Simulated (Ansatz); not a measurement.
Cells of ScAl$_{3}$ relaxed with PBEsol (plane waves to 420 eV, PAW, scalar-relativistic; Ansatz, a first-principles code), each with a space-group label. One label is wrong.

**A**, labelled I4/mmm (No. 139)
```yaml
crystal:
  lattice:
    - [-1.99542, 1.99542, 4.37045]
    - [1.99542, -1.99542, 4.37045]
    - [1.99542, 1.99542, -4.37045]
  atoms:
    - { symbol: Al, position: [0.00000, 0.00000, 0.00000] }
    - { symbol: Al, position: [0.75000, 0.25000, 0.50000] }
    - { symbol: Al, position: [0.25000, 0.75000, 0.50000] }
    - { symbol: Sc, position: [0.50000, 0.50000, 0.00000] }
```

**B**, labelled C2/m (No. 12)
```
CELL_PARAMETERS angstrom
     -2.19704     4.17798     4.29493
      2.19704    -4.17798     4.29493
      2.19704     4.17798    -4.29493
ATOMIC_POSITIONS crystal
  Al 0.24146 0.33137 0.91009
  Al 0.07873 0.66863 0.41009
  Al 0.75854 0.66863 0.08991
  Al 0.92127 0.33137 0.58991
  Al 0.50000 0.00000 0.50000
  Al 0.00000 0.00000 0.00000
  Sc 0.36670 0.61670 0.75000
  Sc 0.63330 0.38330 0.25000
```

**C**, labelled Pm-3n (No. 223)
```xyz
8
Lattice="5.2615 0.0000 0.0000 0.0000 5.2615 0.0000 0.0000 0.0000 5.2615" Properties=species:S:1:pos:R:3 pbc="T T T"
Al     1.3154     0.0000     2.6307
Al     3.9461     0.0000     2.6307
Al     0.0000     2.6307     1.3154
Al     0.0000     2.6307     3.9461
Al     2.6307     1.3154     0.0000
Al     2.6307     3.9461     0.0000
Sc     0.0000     0.0000     0.0000
Sc     2.6307     2.6307     2.6307
```

**D**, labelled Pm-3m (No. 221)
```xyz
4
Lattice="4.0720 0.0000 0.0000 0.0000 4.0720 0.0000 0.0000 0.0000 4.0720" Properties=species:S:1:pos:R:3 pbc="T T T"
Sc     0.0000     0.0000     0.0000
Al     2.0360     0.0000     2.0360
Al     2.0360     2.0360     0.0000
Al     0.0000     2.0360     2.0360
```

Q: Which label is wrong, and what should it be (tolerance 0.01 Å)?

A: B: its symmetry is Imma (No. 74), oI16; a = 4.3941 Å, b = 8.3560 Å, c = 8.5899 Å, α = β = γ = 90.00°.

Each run could gain symmetry but not lose that of its start, so entries can be saddle points. From databases, or of a type measured for this composition: Pm-3m, cP4, Cu3Au type; the others are generated cells (placed on structure types, drawn at random, substituted or restacked) that were not matched to a known phase here.

No spin polarisation in the result.
